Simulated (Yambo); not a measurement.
A G0W0@PBE run in Yambo for GaN (zinc blende, space group F-43m, No. 216) under isotropic strain of -2 % on all lattice vectors (6×6×6 Γ-centred k mesh, bands 5 to 146 and a 18 Ry block in the screening, 146 bands in G with the Bruneval-Gonze terminator, plasmon pole fitted at 27.2 eV) gives these matrix elements, in eV, at the band edges (Γ → Γ):

```csv
state,E0,<Vxc>,<Σx>,<Σc(E0)>,Z
valence edge,0.000,-19.564,-23.102,2.637,0.795
conduction edge,2.179,-14.288,-10.080,-3.805,0.820
```

### Question
Solve the linearised quasiparticle equation for both states, give the gap, and say how exchange and correlation each act on it.

### Answer
E = E0 + Z(Σx + Σc − Vxc). Valence: 0.000 + 0.795 × (-23.102 + (2.637) − (-19.564)) = -0.72 eV. Conduction: 2.179 + 0.820 × (-10.080 + (-3.805) − (-14.288)) = 2.51 eV. The gap is 3.23 eV, against 2.18 eV in PBE. Replacing Vxc by bare exchange alone would open it by 7.75 eV; correlation takes back 6.44 eV of that, and Z scales what is left. Convergence of the G0W0 settings was not tested. Spin-orbit splittings are left out.

Geometry strained from the cell relaxed with PBEsol, atoms relaxed again; primitive cell a = b = c = 3.1181 Å, α = β = γ = 60.00°.

This is not the ordinary phase of the substance; no match was found in the copy of COD used, and its stability was not checked.

The potentials are those of PseudoDojo's stringent table.
